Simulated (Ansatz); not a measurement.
**Magnetic states of nickel, diamond**

The calculation used Ansatz, DFT, m-r2SCAN, plane waves (500 eV) with PAW, scalar-relativistic. (PAW data from PBE, frozen cores regenerated.)

Each start was relaxed and then solved on a dense mesh, with Fermi-Dirac smearing of 0.05 eV (0.1 eV in a metal without spin) extrapolated to zero. Rows within 2 meV/atom of each other tie.

**Question.** Where does each start end, and how do the energies compare? Starts: antiferromagnetic; ferromagnetic.

**Answer.** 
```json
{"start": "antiferromagnetic", "ends": "ferromagnetic, net 0.78 μB per atom", "ΔE (meV/atom)": "0.0", "V (Å³/atom)": "15.80"}
{"start": "ferromagnetic", "ends": "ferromagnetic, net 0.78 μB per atom", "ΔE (meV/atom)": "0.0", "V (Å³/atom)": "15.80"}
```

m-r²SCAN is r²SCAN on the gauge-invariant kinetic-energy density; without spin polarisation the two are equal.
